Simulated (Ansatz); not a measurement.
## CdHgC4Se4N4: field gradients at two levels of theory

Cell: a refined structure from the COD, ions relaxed with PBE at fixed cell.

Space group I-4 (No. 82); a = 11.6495, c = 4.5128 Å.

```
site  Wyckoff  site symmetry       x       y       z
  Cd       2a           -4..  0.0000  0.0000  0.0000
  Hg       2d           -4..  0.0000  0.5000  0.7500
   C       8g              1  0.0849  0.7713  0.6130
  Se       8g              1  0.1308  0.6438  0.4192
   N       8g              1  0.0554  0.8551  0.7345
```

One atom of each set is listed; the run and its k-mesh use a cell of 14 atoms with edges of 8.54, 8.54, 8.54 Å.

First run. Method: Kohn–Sham DFT in Ansatz, PBE, plane waves and PAW, scalar-relativistic, 420 eV cutoff, Γ-centred 7×7×7 k-points, Fermi–Dirac smearing 0.02 eV.

```csv
site,V_zz (10²¹ V/m²),η
Cd,1.98,0.00
Hg,4.49,0.00
C,-3.07,0.04
Se,51.8,0.65
N,-2.94,0.56
```

Second run. The same atoms and settings, except that the functional is r2SCAN and the cutoff is 500 eV.

**Question.** What does the second run give?

**Answer.** 

| site | V_zz | η | change of V_zz |
| --- | --- | --- | --- |
| Cd | 2.13 | 0.00 | +0.15 |
| Hg | 5.02 | 0.00 | +0.53 |
| C | -3.41 | 0.03 | -0.34 |
| Se | 53.7 | 0.61 | +1.95 |
| N | -3.17 | 0.53 | -0.23 |

The largest change of V_zz is on Se, from 51.8 to 53.7. In per cent, |V_zz| changes by +8 on Cd, +12 on Hg, +11 on C, +4 on Se, +8 on N (all sites that start above 0.5).

Spin–orbit coupling is left out, which shifts gradients on Hg by a few per cent, and by more where contributions nearly cancel. The database entry as given showed forces above 3 eV/Å or a pressure above 30 GPa, though relaxing it moves no atom far.
For the second run: The largest force is 0.9 eV/Å, so the atoms aren't at the calculated equilibrium and relaxing them would move these values.
